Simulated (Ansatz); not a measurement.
Values for one crystal, relaxed and computed with r²SCAN in the plane-wave PAW code Ansatz; other levels are named.

| Property | Value |
|---|---|
| Volume per atom | 20.95 Å³ |
| Electronic character | metallic (no gap) |
| Formation energy from the elements (no fitted shifts) | -0.14 eV/atom |
| Density of states at the Fermi level | 0.33 states/eV per atom (mean over ±0.08 eV) |

Question: Which compound is it?
A) VPt2, Immm (V on 2a, Pt on 4i)
B) RhPb, P6/mmm (Rh on 3f, Pb on 2d, Pb on 1a)
C) BaPb, Cmcm (Ba on 4c, Pb on 4c)
D) SrPb, Cmcm (Sr on 4c, Pb on 4c)

Answer: B, RhPb, P6/mmm (Rh on 3f, Pb on 2d, Pb on 1a)

The workflow started from a Materials Project entry (that database holds measured and hypothetical structures alike); the Crystallography Open Database files this formula in space group No. 191, but the cells were not matched. Whether it is the stable phase at ambient conditions was not checked. Symmetry was held in the r²SCAN relaxation; its stability against distortions is not shown here. The run is not spin-polarised. The references are the lowest solids computed at this level, not always the standard phases. Scalar-relativistic: spin–orbit coupling is off unless named, which matters more the heavier the elements.

Potentials: the later of the program's two PAW sets.
